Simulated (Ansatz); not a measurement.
Input and command of a plane-wave DFT calculation in Ansatz:

```yaml
crystal:
  lattice:
    - [0.0, 2.0364019665, 2.4436823598]
    - [2.0364019665, 0.0, 2.4436823598]
    - [2.0364019665, 2.0364019665, 0.0]
  atoms:
    - { symbol: Ti, position: [0.0, 0.0, 0.0] }
    - { symbol: C, position: [0.5, 0.5, 0.5] }
basis:
  ecutwfc: 500
kpoints:
  mp_grid: { grid: [20, 20, 20] }
hamiltonian:
  xc: r2scan
scf:
  occupations: { method: gaussian, width: 0.15 }
output:
  forces: true
  stress: true
  eigenvalues: true
```

```bash
ansatz run input.yaml --threads 1 --pin off --max-ram 2560MiB --backend cpu --events-out ev --progress --plain --runs-dir out
```

Processor: Intel(R) Xeon(R) Platinum 8259CL CPU @ 2.50GHz (Skylake/Cascade Lake), 1 thread, on a host shared with other jobs.

Task: Estimate time, memory and problem size.

Result: About 32 s on 1 thread of Intel(R) Xeon(R) Platinum 8259CL CPU @ 2.50GHz (Skylake/Cascade Lake), on a shared host, peak memory 0.59 GiB. It solves 12 bands at 641 k points (the mesh reduced by symmetry) with about 517 plane waves, in 7 SCF iterations.
